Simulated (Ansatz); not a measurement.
**Stationary points along a deformation path in BePd**

All numbers below come from DFT PBEsol, scalar-relativistic, plane waves, PAW (Ansatz). Cutoff 420 eV, Γ-centred 18×18×18 k-points, Gaussian smearing of 0.15 eV. No spin polarisation. Energies are free energies at this smearing, counted from the undisturbed cell; pressure is positive in compression.

Zero of the scan (as given, not relaxed at this level; it stands at -3.0 GPa, and it needn't be the usual structure):

```
CELL_PARAMETERS angstrom
2.81300 0.00000 0.00000
0.00000 2.81300 0.00000
0.00000 0.00000 2.81300
ATOMIC_POSITIONS crystal
Be 0.00000 0.00000 0.00000
Pd 0.50000 0.50000 0.50000
```

At fixed volume and fractional coordinates, lengths along (0.577, 0.577, 0.577) are scaled against those across it; ρ is that ratio over its starting value. V = 11.130 Å³/atom. Δσ is the stress along the axis less the mean stress across it (compression positive).

```
    ρ  ΔE (meV/atom)  Δσ (GPa) space group
0.500         4250.2    374.20         R-3m
0.600         1886.9    201.59         R-3m
0.710          715.8    105.93         R-3m
0.850          130.6     38.60         R-3m
0.930           22.7     14.32         R-3m
1.000            0.0      0.00        Pm-3m
1.080           20.2    -10.66         R-3m
1.200           95.8    -19.11         R-3m
1.410          252.4    -20.53         R-3m
1.700          393.8    -11.07         R-3m
2.000          440.1      0.00        Fm-3m
```

**Question.** How does the stress give the slope of the energy, and where is the energy stationary?

**Answer.** Along the path d ln(length) is 2/3 d ln ρ on the axis and −1/3 d ln ρ across it, so dE/d ln ρ = −(2/3) V Δσ: the energy falls with ρ where Δσ is positive. Δσ vanishes or changes sign at ρ = 1.000 (Pm-3m), a minimum at 0.0 meV/atom; at ρ = 2.000 (Fm-3m, an end of the scan), at 440.1 meV/atom. Pairs of stationary points between two samples would go unseen, and could change a minimum read from distant neighbours into a maximum. At ρ = 1.000, 2.000 the cell is cubic, where symmetry alone makes the stress isotropic and the slope zero.

**Question.** Which shear constant sets the curvature at ρ = 1?

**Answer.** For a cubic crystal E/V = (2/3) C (ln ρ)² with C = C44, so Δσ = −2C ln ρ. The parabola of Δσ against ln ρ through ρ = 0.930, 1 and 1.080 gives C ≈ 84 GPa with the ions clamped, rough because the steps are large. It is the stress–strain coefficient at this cell's pressure of -3.0 GPa, not the zero-pressure constant.

In a metal these slopes depend on the k mesh and the smearing.